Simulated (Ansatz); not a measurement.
CuCl in space group P3_121 (No. 152; Cu on 3b, Cl on 3a), the program Ansatz at the PBE+D3(BJ) level (PAW), all energies at zero smearing, with the estimated change up to a 700 eV cutoff added, with one set of potentials and settings (totals compare only within such a set). Cell of 6 atoms (3 Cu, 3 Cl): -23117.659 eV.

| element | reference phase | E (eV/atom) |
|---|---|---|
| Cu | Fm-3m, 1 atoms in the cell | -6625.7717 |
| Cl | Cmce, 4 atoms in the cell | -1079.6399 |

Formation energy per atom, worked out: (-23117.659 − 3×(-6625.7717) − 3×(-1079.6399))/6 = -0.237 eV/atom (-23 kJ per mol of atoms), at 0 K, without zero-point energy or fitted corrections.

The start of the workflow was typed in or built on a structure type; neither database checked (COD, Materials Project) lists it. It is not the phase usual at ambient conditions (space group No. 216). Symmetry was held in the PBE+D3(BJ) relaxation; whether a distortion lowers the energy is not shown. The workflow began spin-polarised and lost its moments. The references are the lowest solids computed at this level, not always the standard phases (solids in place of the gases).

Potentials: the later of the program's two PAW sets.
